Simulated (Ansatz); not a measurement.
Input and command of a plane-wave DFT calculation in Ansatz:

```yaml
crystal:
  lattice:
    - [2.01771, -6.456897, 0.0]
    - [2.01771, 6.456897, 0.0]
    - [0.0, 0.0, 6.179544]
  atoms:
    - { symbol: Ba, position: [0.613622, 0.386378, 0.25] }
    - { symbol: Ba, position: [0.386378, 0.613622, 0.75] }
    - { symbol: Co, position: [0.905639, 0.094361, 0.25], spin: -2.2 }
    - { symbol: Co, position: [0.094361, 0.905639, 0.75], spin: -2.2 }
    - { symbol: S, position: [0.309567, 0.690433, 0.25], spin: -0.16 }
    - { symbol: S, position: [0.690433, 0.309567, 0.75], spin: -0.16 }
    - { symbol: O, position: [0.0, 0.0, 0.5], spin: -0.31 }
    - { symbol: O, position: [0.0, 0.0, 0.0], spin: -0.31 }
basis:
  ecutwfc: 420
kpoints:
  mp_grid: { grid: [10, 10, 6] }
hamiltonian:
  xc: pbesol
scf:
  occupations: { method: gaussian, width: 0.1 }
output:
  forces: true
  stress: true
  eigenvalues: true
  populations: true
magnetization:
  spin_polarized: true
```

```bash
ansatz run input.yaml --threads 2 --pin off --max-ram 5120MiB --backend cpu --events-out ev --progress --plain --runs-dir out
```

Processor: Intel(R) Xeon(R) Platinum 8259CL CPU @ 2.50GHz (Skylake/Cascade Lake), 2 threads, on a host shared with other jobs.

Problem. Estimate time, memory and problem size.

Solution. About 2.6 min on 2 threads of Intel(R) Xeon(R) Platinum 8259CL CPU @ 2.50GHz (Skylake/Cascade Lake), on a shared host, peak memory 1.6 GiB. It solves 51 bands at 124 k points (the mesh reduced by the symmetry that the task leaves, which can be less than the crystal's) with about 3155 plane waves, in 14 SCF iterations.
